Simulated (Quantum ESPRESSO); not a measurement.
**Kohn-Sham bands of ZnSe (zinc blende)**

```xyz
2
Lattice="0.0000 2.8324 2.8324 2.8324 0.0000 2.8324 2.8324 2.8324 0.0000" Properties=species:S:1:pos:R:3 pbc="T T T"
Zn     0.0000     0.0000     0.0000
Se     1.4162     1.4162     1.4162
```

Structure: Materials Project mp-1190, symmetrised, not relaxed again. COD (Crystallography Open Database) has the formula in 2 space groups, this one among them (matched by group alone). Method: PBEsol plane waves in Quantum ESPRESSO 7.5 (PseudoDojo norm-conserving files, 69 Ry, no spin polarisation, no spin-orbit coupling), Bloch states on a 10×10×10 mesh through Γ, Wannier90 4.0.1. Density: 10×10×10 mesh, cold smearing 0.01 Ry. Spin-orbit coupling, left out, would split the p-like bands by a few tenths of an eV.

### Question
List the Kohn-Sham levels between −8 and 4.2 eV relative to the valence-band maximum at the high-symmetry points, as a band run of pw.x on that density gives them (levels within 2 meV counted together).

### Answer
```csv
point,k (reciprocal lattice),levels (eV)
Γ,0.000 0.000 0.000,"-6.56 (×3), -6.18 (×2), 0.00 (×3), 1.17"
X,-0.500 -0.500 0.000,"-6.53, -6.30 (×2), -6.13, -6.00, -4.79, -2.21 (×2), 2.85, 3.39"
U,-0.375 -0.375 0.250,"-6.47, -6.35, -6.26, -6.16, -5.92, -4.75, -3.13, -1.81, 3.48"
K,-0.375 0.000 0.375,"-6.47, -6.35, -6.26, -6.16, -5.92, -4.75, -3.13, -1.81, 3.48"
L,0.000 0.000 0.500,"-6.47 (×2), -6.16 (×2), -6.02, -5.28, -0.87 (×2), 2.46"
W,-0.500 -0.250 0.250,"-6.44, -6.35, -6.22, -6.21, -5.88, -4.72, -2.80, -2.70"
```
